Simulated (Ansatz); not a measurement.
SrCo₂P₂:
Space group I4/mmm (No. 139); a = 3.727 Å, b = 3.727 Å, c = 11.422 Å, α = 90.00°, β = 90.00°, γ = 90.00°

```
atom  site  symmetry       x       y       z
----  ----  --------  ------  ------  ------
P       4e       4mm  0.0000  0.0000  0.3503
Sr      2a     4/mmm  0.0000  0.0000  0.0000
Co      4d      -4m2  0.0000  0.5000  0.2500
```
(The calculation used a cell of 5 atoms; values per cell refer to that cell.)
The run is spin-polarised, in the one order tried: ferromagnetic.

Relaxed at zero pressure with the program Ansatz at the PBEsol level (PAW).

The volume is raised by 3 % and shape and atoms relax at that volume. What pressure results, and how do the axes share the change?

-2.5 GPa; a 0.7 %, b 0.7 %, c 1.6 %; the energy rises by 4 meV/atom.

Give the new structure.


Space group I4/mmm (No. 139); a = b = 3.753 Å, c = 11.603 Å, α = β = γ = 90.00°

| atom | site | symmetry | x | y | z |
|---|---|---|---|---|---|
| P | 4e | 4mm | 0.0000 | 0.0000 | 0.3483 |
| Sr | 2a | 4/mmm | 0.0000 | 0.0000 | 0.0000 |
| Co | 4d | -4m2 | 0.0000 | 0.5000 | 0.2500 |

The phase is kept; no other phase was compared at this pressure.

The workflow started from an entry of the Crystallography Open Database (COD). Whether it is the stable phase at ambient conditions was not checked. Symmetry was held in the PBEsol relaxation; its stability against distortions is not shown here. Magnetic state: ferromagnetic, the only order run, not a proven ground state.

Potentials: the later of the program's two PAW sets.
